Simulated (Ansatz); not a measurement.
HfO2 (tetragonal-ZrO2 type, space group P4_2/nmc)

```yaml
crystal:
  lattice:
    - [3.56707, 0.00000, 0.00000]
    - [0.00000, 3.56707, 0.00000]
    - [0.00000, 0.00000, 5.16595]
  atoms:
    - { symbol: Hf, position: [0.00000, 0.00000, 0.00000] }
    - { symbol: Hf, position: [0.50000, 0.50000, 0.50000] }
    - { symbol: O, position: [0.00000, 0.50000, 0.20010] }
    - { symbol: O, position: [0.00000, 0.50000, 0.70010] }
    - { symbol: O, position: [0.50000, 0.00000, 0.29990] }
    - { symbol: O, position: [0.50000, 0.00000, 0.79990] }
```

In each cell atom 6 (O, nearest neighbour Hf at 2.061 Å; its periodic images, 3.6 Å or more away, move with it) moves by s·(-0.865, 0.000, 0.501) (towards the nearest neighbour), the rest being held.

Calculation: PBEsol (plane waves to 420 eV, PAW, scalar-relativistic; Ansatz, a first-principles code). k mesh 8×8×5 (Γ-centred), Fermi-Dirac smearing 0.05 eV. The energy includes the smearing's −TS. HfO2 is run without spin polarisation. HfO2 was relaxed with its symmetry unable to fall. Spin-orbit coupling is left out, though Hf is heavy. This is a high-temperature form of HfO2. ΔE is measured from the undisplaced structure.

| s (Å) | ΔE (meV/cell) |
|---|---|
| -0.210 | 319 |
| -0.168 | 211 |
| -0.126 | 123 |
| -0.084 | 57 |
| -0.042 | 15 |
| 0.000 | 0 |
| 0.042 | 16 |
| 0.084 | withheld |
| 0.126 | 155 |
| 0.168 | 288 |
| 0.210 | 473 |

Task: Fit a polynomial form (powers 2, 3, 4) to the given rows and predict ΔE at s = 0.084.

Result: Least squares on the 10 given rows: ΔE = (8625)·s² + (8262)·s³ + (7996)·s⁴, in meV/cell with s in Å; root-mean-square residual 0.5 meV/cell. At 0.084 the fit gives 66 meV/cell; the calculation gives 66 meV/cell, the same to the digits shown. The quadratic term alone would give 61 meV/cell.

(For displaced atoms, the force is minus the slope of the energy, and its curvature is a force constant, which sets phonon frequencies.)
